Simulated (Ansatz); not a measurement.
CdSe: reading a single point

```yaml
crystal:
  lattice:
    - [4.26601, 0.00000, 0.00000]
    - [-2.13301, 3.69447, 0.00000]
    - [0.00000, 0.00000, 6.96451]
  atoms:
    - { symbol: Cd, position: [0.33333, 0.66667, 0.00000] }
    - { symbol: Cd, position: [0.66667, 0.33333, 0.50000] }
    - { symbol: Se, position: [0.33333, 0.66667, 0.38500] }
    - { symbol: Se, position: [0.66667, 0.33333, 0.88500] }
```

The numbers come from plane-wave PAW DFT (Ansatz): PBE, no spin polarisation, 420 eV, 7×7×4 Γ-centred k points, fermi-dirac occupations (width 0.1 eV). Nothing was relaxed.

Charges: Bader charges in e: Cd +0.72, Se -0.72. In the mean Cd gives up most and Se takes most.
Formation energy: -0.60 eV an atom against the elements' usual phases (free molecules for gases, crystals otherwise, with no correction for O₂ or N₂), so it is bound against them; other compounds may still compete. Relaxing would lower it.
Forces: The largest is on Se4 (and as large on other atoms): 0.31 eV/Å, components (0.00, 0.00, -0.31). It makes 108° with the line to a nearest neighbour, Cd1 at 2.59 Å.
Electronic structure: The gap is 0.75 eV, direct at the points sampled. A semilocal functional usually gives too small a gap.
Stress: The pressure is 4.5 GPa (compression positive), so with the atoms held at these fractions the cell would first expand. The principal stresses 2.9, 5.3, 5.3 GPa differ, so its shape would change too.
Contacts: Cd–Se at 2.59 Å: least valence density 0.41 e/Å³ and ELF 0.27 there. These are pseudo-fields; inside the PAW spheres they differ from the all-electron ones.

Origin: a database entry at a rescaled volume.
